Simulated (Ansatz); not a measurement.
Ansatz input

```yaml
crystal:
  lattice:
    - [0.0, 2.4659906881, 2.4659906881]
    - [2.4659906881, 0.0, 2.4659906881]
    - [2.4659906881, 2.4659906881, 0.0]
  atoms:
    - { symbol: Be, position: [0.125, 0.125, 0.125] }
    - { symbol: Be, position: [0.875, 0.875, 0.875] }
hamiltonian:
  xc: r2scan
  pseudopotentials:
    kind: paw
    azcp:
      Be: "pseudopotentials/Be.paw.azcp"
basis:
  ecutwfc: 500
  fft_grid_basis: typed
kpoints:
  mp_grid: { grid: [6, 6, 6], shift: [0, 0, 0] }
magnetization:
  spin_polarized: false
scf:
  occupations: { method: fermi_dirac, width: 0.1 }
```

Terminal output

```
Engine: ansatz 0.2.0, aarch64-unknown-linux-gnu
Pseudopotentials: kind: paw
Pseudopotential: Be, paw, valence charge 2, recommended cutoff 500 eV (meta_gga) 
Functional definition: r2SCAN
  parameter k0 = 0.174
  parameter k1 = 0.065
  parameter a1 = 4.9479
  exchange = r2scan_x(k0 = k0, k1 = k1, a1 = a1)
  correlation = r2scan_c
Crystal: 2 atoms, lattice volume = 29.992 Å³
Basis set: ecut = 500 eV, 749 PW (Γ), exchange–correlation on 108×108×108 points (64 copies of the dense FFT grid, shifted against one another)
Bands: 6, of which v1, the nominal top of the filled ones, is band 2 counted from 1 (1 counted from 0)
Symmetry: 48 space group operations
Space group: Fd-3m (ITA 227), of the structure as read, at distance tolerance 3.1e-5 Å
k-points: 16 of 216
Non-local potential: Be, projectors of the file, l = 0: 2, l = 1: 2, l = 2: 1
PAW form: soft (Blöchl's): semilocal exchange-correlation on the pseudo side does not see the compensation charge
PAW frozen core: Be, regenerated for the run's functional (the file was generated under x = pbe(κ = 0.804, μ = 0.2195149727645171), c = pbe(β = 0.06672455060314922))
PAW one-centre angular grid: Be, 302 points (default); XC on 255 of its mesh's 2635 points in the sphere
Initial density: superposition of atomic densities (neutral atoms: chi_scale 0, normalization atom), corrected by the library's trained network
Initial wavefunctions: pseudopotential atomic-orbital guess
Functional: x = r2scan, c = r2scan; τ floored in thin density (d = 2e-4 eV/Å³)
SCF iter   1: F=—  HF=-183.197476 eV  |F-HF|=—  |Δ(HF+E_count)|=         —  Δρ=1.94e-3  dr2=9.64e-4  dr2_τ=1.95e-2  ethr=1.77e-3  ⟨swp⟩=5.1  Hψ=898  notcnv=0
SCF iter   2: F=—  HF=-183.201084 eV  |F-HF|=—  |Δ(HF+E_count)|=   3.61e-3  Δρ=1.14e-3  dr2=2.79e-4  dr2_τ=1.18e-5  ethr=2.41e-5  ⟨swp⟩=2.0  Hψ=318  notcnv=0  defer=2
SCF iter   3: F=—  HF=-183.201541 eV  |F-HF|=—  |Δ(HF+E_count)|=   4.57e-4  Δρ=1.88e-4  dr2=8.05e-6  dr2_τ=2.97e-7  ethr=6.97e-6  ⟨swp⟩=2.0  Hψ=124  notcnv=0  defer=2
SCF iter   4: F=—  HF=-183.201560 eV  |F-HF|=—  |Δ(HF+E_count)|=   1.86e-5  Δρ=6.93e-5  dr2=8.47e-7  dr2_τ=1.16e-8  ethr=2.01e-7  ⟨swp⟩=2.1  Hψ=126  notcnv=0  defer=2
iter 5 did not close the SCF: its close was put off for the readings that it lacked (scf_convergence_deferred on its scf_iter line)
SCF iter   5: F=-183.201562 eV  HF=-183.201562 eV  |F-HF|=1.13e-7  |Δ(HF+E_count)|=   2.78e-6  Δρ=1.69e-5  dr2=5.64e-8  dr2_τ=1.24e-9  ethr=2.12e-8  ⟨swp⟩=2.1  Hψ=127  notcnv=0  defer=2
SCF iter   6: F=-183.201562 eV  HF=-183.201562 eV  |F-HF|=5.44e-10  |Δ(HF+E_count)|=   1.28e-7  Δρ=1.27e-6  dr2=3.42e-10  dr2_τ=5.87e-12  ethr=1.41e-9  ⟨swp⟩=1.0  Hψ=268  notcnv=0
SCF 1 converged in 6 iterations: F = -183.201562 eV  dr2 = 3.42e-10
SCF converged after 6 iterations
Free energy (F): -183.201562 eV
Harris-Foulkes:  -183.201562 eV  (|F-HF|=5.44e-10)
Internal energy: -183.154101 eV  (E = F + TS)
E sigma→0 (E₀):  -183.177832 eV
Entropy (-TS):   -0.047462 eV (-23.731 meV/atom)
Fermi energy:    2.286489 eV
--- Per-component energies (eV) ---
  E_band       = -2.745387
  E_kinetic    = 31.615268
  E_local      = -9.196185  (includes V_loc(G=0)·N_el)
  E_nonlocal   = 10.819287
  E_hartree    = 1.578453
  E_xc         = -33.042956
  E_vxc        = -37.980457  (∫ρ·V_xc dr)
  E_paw        = -121.993714  (= ΣΔE_a)
  E_vpaw       = -2.776148  (= ΣTr[D̂ρ^β])
  E_aug_tail   = -0.000001  (compensation charges beyond the density's cutoff)
  E_vtau       = 1.615969  (kinetic-family band-sum trace: ∫τ·v_τ [+ j·A + Jᵃ·Aᵃ] dr)
  E_ewald      = -62.910199
  E_core_change = -0.024054  (= ΣΔE_core)
  E_smearing   = -0.047462  (= −TS)
  E_closure    = -0.000000  (closes the sum)
  Σ components = -183.201562   (vs F -183.201562, Δ=0.00e0)
```

Launched by

```sh
ansatz run input.yaml --threads 4 --pin off --max-ram 8192MiB --backend cpu --events-out ev --progress --plain --runs-dir out
```

On 4 threads of Arm Neoverse V1 (shared host) this took about 0.44 s of wall time and 1.2 s of CPU time, with 0.29 GiB at the peak.
